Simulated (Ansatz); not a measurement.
Kick test of a cell of BeZn₂Se₃

It was reached by relaxing an invented guess, and it needn't be the stable form of this composition.

Method: DFT PBE, scalar-relativistic, plane waves, PAW (Ansatz). Plane waves to 420 eV, a k mesh through Γ of 10×10×10 on the computed 6-atom cell and Gaussian smearing (0.02 eV); no spin polarisation.

The cell below (6 atoms, space group I-4m2 (No. 119)) is relaxed within its symmetry.

```
Be Zn Se
1.0
    -1.95262    1.95262    8.40483
     1.95262   -1.95262    8.40483
     1.95262    1.95262   -8.40483
Be Zn Se
1 2 3
Direct
  0.50000 0.50000 0.00000
  0.83864 0.83864 0.00000
  0.16136 0.16136 0.00000
  0.42810 0.92810 0.50000
  0.07190 0.57190 0.50000
  0.75000 0.25000 0.50000
```

For the test a repeat of it with 12 atoms (edges 3.91, 7.81, 8.85 Å) was strained at random (σ = 1.5 % a component), the atoms were moved at random (σ = 0.15 Å), and all was relaxed again on a coarse 4×2×4 mesh (in the run’s order of axes) with 0.10 eV smearing, with no symmetry imposed.

Q: What happens?

A: It returns, within 1 meV/atom of the unmoved cell on that mesh and with the same symmetry when read at 0.1 Å (Cc at 0.01 Å, so small strains and shifts remain). No instability shows in this cell; modes of other wave vectors, which need another repeat, aren't tested.
